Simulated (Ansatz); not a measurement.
The relaxation started from an entry of Materials Project.

One stationary structure of ZrPbF6. Space group Cmme (No. 67). Method: r2SCAN (plane waves to 500 eV, PAW, scalar-relativistic; Ansatz, a quantum-chemistry and plane-wave program).

```cif
data_F24Pb4Zr4
_chemical_formula_sum 'Zr4 Pb4 F24'
_space_group_name_H-M_alt 'Cmme'
_space_group_IT_number 67
_space_group_name_Hall '-C 2a 2'
_cell_length_a 7.54257
_cell_length_b 11.21925
_cell_length_c 5.33396
_cell_angle_alpha 90.000
_cell_angle_beta 90.000
_cell_angle_gamma 90.000
loop_
_atom_site_label
_atom_site_type_symbol
_atom_site_symmetry_multiplicity
_atom_site_Wyckoff_symbol
_atom_site_fract_x
_atom_site_fract_y
_atom_site_fract_z
_atom_site_occupancy
Zr1 Zr 4 a 0.25000 0.00000 0.00000 1
Pb1 Pb 4 g 0.00000 0.25000 0.46846 1
F1 F 16 o 0.31287 0.12813 0.25592 1
F2 F 8 m 0.00000 0.07006 0.16157 1
```
(The calculation used a cell of 16 atoms; values per cell refer to that cell.)

Q: What band gap does r2SCAN give?

A: 5.63 eV, direct at Y (no spin-orbit coupling).

No spin polarisation in the result.

The run could not lose the symmetry of its start.
